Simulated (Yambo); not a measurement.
Yambo run on KMo2AlO8 (space group P-3m1, No. 164). The wavefunctions come from this Quantum ESPRESSO step (PBEsol, PseudoDojo standard norm-conserving files, scalar-relativistic):

```
&CONTROL
  calculation = 'nscf'
  pseudo_dir = './pseudo'
  outdir = './out'
/
&SYSTEM
  ibrav = 0
  nat = 12
  ntyp = 4
  ecutwfc = 84.0
  ecutrho = 336.0
  occupations = 'fixed'
  force_symmorphic = .true.
  nbnd = 227
/
&ELECTRONS
  conv_thr = 1.2000000000000002e-08
  diago_full_acc = .true.
  diago_thr_init = 1e-08
/
ATOMIC_SPECIES
O 15.9990 O.upf
Al 26.9815 Al.upf
K 39.0983 K.upf
Mo 95.9500 Mo.upf
CELL_PARAMETERS angstrom
  5.637900163000   0.000000000000   0.000000000000
 -2.818950081000   4.882564765000   0.000000000000
  0.000000000000   0.000000000000   7.318330000000
ATOMIC_POSITIONS crystal
O   0.157070000000   0.842930000000   0.845680000000
O   0.842930000000   0.157070000000   0.154320000000
O   0.157070000000   0.314140000000   0.845680000000
O   0.842930000000   0.685860000000   0.154320000000
O   0.685860000000   0.842930000000   0.845680000000
O   0.314140000000   0.157070000000   0.154320000000
O   0.666666667000   0.333333333000   0.468940000000
O   0.333333333000   0.666666667000   0.531060000000
Al   0.000000000000   0.000000000000   0.000000000000
K   0.000000000000   0.000000000000   0.500000000000
Mo   0.666666667000   0.333333333000   0.229700000000
Mo   0.333333333000   0.666666667000   0.770300000000
K_POINTS automatic
3 3 2 0 0 0
```

Yambo input:

```
rim_cut
gw0
dyson
el_el_corr
HF_and_locXC
ppa
em1d
RandQpts= 1000000
RandGvec= 1 Ry
EXXRLvcs= 84 Ry
VXCRLvcs= 336 Ry
Chimod= "HARTREE"
% BndsRnXp
 3 | 226 |
%
NGsBlkXp= 6 Ry
% LongDrXp
 1.0 | 1.0 | 1.0 |
%
PPAPntXp= 27.2114 eV
% GbndRnge
 1 | 226 |
%
GTermKind= "BG"
DysSolver= "n"
ExtendOut
% QPkrange
 1 | 1 | 44 | 45 |
 2 | 2 | 44 | 45 |
 5 | 5 | 44 | 45 |
 6 | 6 | 44 | 45 |
%
```

k points by index: 1 = Γ, 2 = A, 5 = K, 6 = H.

The o-*.qp file then holds:

```
#    K-point    Band    Eo [eV]    E [eV]    E-Eo [eV]    Vxc [eV]    Vnlxc [eV]    Sc|Eo [eV]    Sc|E [eV]    dSc/dw|Eo [eV]    Re(Z)    Im(Z)
#
    1    44    0.000000    -0.813397    -0.813397    -19.73683    -24.78502    4.006022    4.234791    -7.651948    0.780513    -0.001447
    1    45    3.679154    5.530485    1.851331    -18.75795    -13.49174    -2.990637    -3.414879    -6.235270    0.813574    -0.001299
    2    44    -0.001121    -0.814934    -0.813813    -19.73300    -24.77974    4.004070    4.232920    -7.650759    0.780540    -0.001447
    2    45    3.765060    5.631120    1.866060    -18.96189    -13.70912    -2.953312    -3.386709    -6.319557    0.811528    -0.001342
    5    44    -0.333103    -1.218300    -0.885197    -19.21932    -24.36186    4.007902    4.257336    -7.666452    0.780188    -0.001524
    5    45    3.827449    5.700749    1.873300    -19.07499    -13.81505    -2.948459    -3.386638    -6.364593    0.810440    -0.001280
    6    44    -0.350236    -1.239371    -0.889135    -19.15830    -24.29747    4.000078    4.250040    -7.648674    0.780586    -0.001495
    6    45    3.927041    5.786300    1.859259    -19.05464    -13.78430    -2.977203    -3.411082    -6.349672    0.810800    -0.001435
```
(The two width columns are left out.) Convergence of these settings isn't established.

Spin-orbit coupling is not included.

Geometry of the Materials Project entry, not relaxed at this level.

The structure is a Materials Project entry; no match was found in the copy of COD used, and its stability was not checked.
